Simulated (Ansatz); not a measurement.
NaTlO:
```xyz
6
Lattice="3.4856 0.0000 0.0000 -1.7428 3.0186 0.0000 0.0000 0.0000 11.4301" Properties=species:S:1:pos:R:3 pbc="T T T"
Na     1.7428     1.0062    10.2200
Na     0.0000     2.0124     4.5050
Tl     0.0000     2.0124     1.3167
Tl     1.7428     1.0062     7.0317
O      0.0000     0.0000    11.3236
O      0.0000     0.0000     5.6086
```

Relaxed with r²SCAN.

Problem. Map the electron localisation function on the plane through (0.667, 0.333, 0.894) spanned by u = [0, 0, 1] and v = [1, -1, 0] in lattice vectors, from plane-wave PAW r²SCAN (Ansatz code).

Solution. x is the fraction of u, y of v (the angle between them is 90°; rows are the nearest grid lines); atoms in the plane: Na at (0.00, 0.00), Na at (0.50, 0.67), Tl at (0.22, 0.67), Tl at (0.72, 0.00), O at (0.10, 0.33), O at (0.60, 0.33).
```
|.=#:                   .-=.   :++#- :#=.|
|-+#.                   .-=:   -++#- :#+-|
|#*:    .:-----:.       .:==-:=++*#=  =##|
|=:    .:-==+++=:        .-==++++*#=  .-=|
|     .:-=++++**-        .:-=++++**-     |
|    .:==-:=++*#=  =#*:    .:-----:.     |
|    .:=-. .=++#= .*##*     ......       |
|    .-=:   -++#- :#++#.                 |
|    .-=.   :++#- :#==#:                 |
|    .:=-. .=++#= .*##+                  |
| .....-=-:-++*#=  =**.  ..              |
|.-==:..-==+++*#=   :. .--..            .|
|=#%@@#=..:-==+=.    -#@@%*:.          :=|
|*%@@@@#-..:--:.    .#@@@@%=.         .-*|
|#@@@%@@+......    .-@@@%@@*:         .=#|
|#@@*-#@#-         :+@@*-#@#-         :+#|
|#@@#+%@#:         .+@@#+%@#:         .+#|
|*@@@%@@*:         .=@@@%@@+......    .-*|
|=#@@@@%=.         .-%@@@@#-..:--:.    .=|
|  .+#*-.           .+*#*=.:-===+**-     |
|-. .--..            -==:..-==+++*#=   :-|
|#*.  ..             .....-=-:-++*#=  =*#|
|-+#.                   .-=:   -++#- :#+-|
|.=#:                   .-=.   :++#- :#=.|
```
Scale: ten equal steps from -0.002 (start of ' ') to 0.833 (end of '@'), in the order ' .:-=+*#%@'; x runs from 0.000 to 1.00, y from 0.000 (bottom) to 1.00 (top).

The density is the valence pseudo-density with augmentation charge, so density and ELF within about 1 Å of a nucleus are not all-electron values.

Space group P6_3mc. The workflow started from a Materials Project entry (that database holds measured and hypothetical structures alike); the Crystallography Open Database copy checked does not list it. Whether it is the stable phase at ambient conditions was not checked. The r²SCAN relaxation kept the symmetry of its start; whether a distortion lowers the energy is not shown. Spin–orbit coupling is left out wherever it is not named.

Potentials: the later of the program's two PAW sets.
